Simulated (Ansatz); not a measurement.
Relaxed SiC (zinc blende):

```yaml
crystal:
  lattice:
    - [0.00000, 4.37975, 4.37975]
    - [2.18988, 2.18988, 4.37975]
    - [2.18988, 2.18988, 0.00000]
  atoms:
    - { symbol: C, position: [0.00000, 0.75000, 0.75000] }
    - { symbol: C, position: [0.50000, 0.75000, 0.75000] }
    - { symbol: Si, position: [0.00000, 0.00000, 0.00000] }
    - { symbol: Si, position: [0.50000, 0.00000, 0.00000] }
```

A phonon eigenvector at X = (0.5, 0.5, 0.0) is frozen into this cell: atom i moves by Q times the vector below, so Q is the largest atomic displacement, in Å. The cell is held. (q is in reciprocal vectors of the primitive cell; the cell shown is doubled to hold the pattern.)

| atom | x | y | z |
|---|---|---|---|
| C1 | 0.000 | 0.000 | -1.000 |
| C2 | 0.000 | 0.000 | 1.000 |

Atoms not listed stay in place.

Method: PBE (plane waves to 420 eV, PAW, scalar-relativistic; Ansatz, a program for electronic structure). k mesh 13×13×13 (Γ-centred), Fermi-Dirac smearing 0.05 eV. E stands for the smeared free energy. SiC was relaxed with its symmetry unable to fall. The zero of ΔE is the undisplaced structure.

Problem. What ΔE (meV/cell) does the calculation give at Q (Å) = -0.083, -0.067, -0.050, -0.017, 0.017, 0.050, 0.067, 0.100?

Solution. 
| Q (Å) | ΔE (meV/cell) |
|---|---|
| -0.083 | 197.6 |
| -0.067 | 126.6 |
| -0.050 | 71.3 |
| -0.017 | 7.9 |
| 0.017 | 7.9 |
| 0.050 | 71.3 |
| 0.067 | 126.6 |
| 0.100 | 284.3 |

(A displaced cell: forces are minus the slopes of the energy, force constants its curvatures, and phonons follow from these.)
